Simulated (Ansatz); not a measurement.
Structure relaxation, Si$_{2}$W

The start is a relaxed Si2W cell displaced along its unstable phonon at q = Γ (128i cm⁻¹), largest move 0.15 Å. The structure is fully relaxed (lattice and positions, P = 0) with PBE (plane waves to 420 eV, PAW, scalar-relativistic; Ansatz, an electronic-structure program). The first steps use a coarse 9×9×12 k-mesh.

Input geometry:
```yaml
crystal:
  lattice:
    - [4.33678, 0.00000, 0.00000]
    - [-2.16839, 3.75576, 0.00000]
    - [0.00000, 0.00000, 2.59522]
  atoms:
    - { symbol: W, position: [0.00000, 0.00000, 0.98234] }
    - { symbol: Si, position: [0.33333, 0.66667, 0.55780] }
    - { symbol: Si, position: [0.66667, 0.33333, 0.55780] }
```

Task: Which atoms feel the largest initial force, and how large is it?

Result: 0.42 eV/Å, on W1 (atoms numbered as listed).

Task: By how much does the energy per atom fall from start to end?

Result: 0.04 eV/atom.

Task: How do the shortest distances between atoms change?

Result: The closest pairs of elements (up to four, under 3.6 Å), start → end: Si–Si 2.50 → 2.53 Å; W–W 2.60 → 2.63 Å; Si–W 2.74 → 2.64 Å.

Task: What band gap does the relaxed structure have at this level?

Result: No gap (metallic).

Task: What does it relax into? Give the structure.

Result: 
Space group P6mm (No. 183); a = b = 4.3797 Å, c = 2.6334 Å, α = β = 90.00°, γ = 120.00°

| atom | site | symmetry | x | y | z |
|---|---|---|---|---|---|
| W | 1a | 6mm | 0.0000 | 0.0000 | 0.8919 |
| Si | 2b | 3m. | 0.3333 | 0.6667 | 0.6030 |

Final values are on a 12×12×18 k-mesh of the relaxed cell. No spin polarisation in the result.

The run could not lose the symmetry of its start, so the end can be a saddle point.

The relaxed structure here is a generated cell of Si2W: the first start was made by placing the elements on the sites of a structure type, and the end was not matched to a known phase here, so it may be hypothetical. Known forms of Si2W include space group No. 139.
